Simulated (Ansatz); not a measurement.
K:
```yaml
crystal:
  lattice:
    - [4.78475, 0.00000, 0.00000]
    - [-2.39238, 4.14372, 0.00000]
    - [0.00000, 0.00000, 15.49229]
  atoms:
    - { symbol: K, position: [0.00000, 0.00000, 0.00000] }
    - { symbol: K, position: [0.00000, 0.00000, 0.50000] }
    - { symbol: K, position: [0.33333, 0.66667, 0.75000] }
    - { symbol: K, position: [0.66667, 0.33333, 0.25000] }
```

Relaxed with r²SCAN. Special points in fractions of this cell's reciprocal vectors: Γ (0.000, 0.000, 0.000); M (0.500, 0.000, 0.000); K (0.333, 0.333, 0.000); A (0.000, 0.000, 0.500); L (0.500, 0.000, 0.500); H (0.333, 0.333, 0.500).

**Question.** List the band energies nearest the Fermi level at these points for plane-wave PAW r²SCAN (Ansatz code).

**Answer.** In eV from the Fermi level; about four levels below and three above (degenerate sets whole), none deeper than 8.9 eV; points with the same levels are listed once.

```csv
k,below,above
Γ,-2.23 -1.48 -1.48,0.50 0.52 3.02
M,–,0.19 0.20 0.72
K,–,0.81 0.81 0.93
A,-2.04 -2.04 -0.61 -0.61,1.76 1.76 4.13 4.13
L,–,0.34 0.34 0.36 0.36
H,–,0.88 0.88 1.06 1.06
```

Space group P6_3/mmc (dhcp (α-La type)). The first step of the workflow began from a Materials Project structure, measured or hypothetical; the Crystallography Open Database copy checked does not list it. It is not the phase usual at ambient conditions (space group No. 229). Symmetry was held in the r²SCAN relaxation; whether a distortion lowers the energy is not shown.

Potentials: the later of the program's two PAW sets.
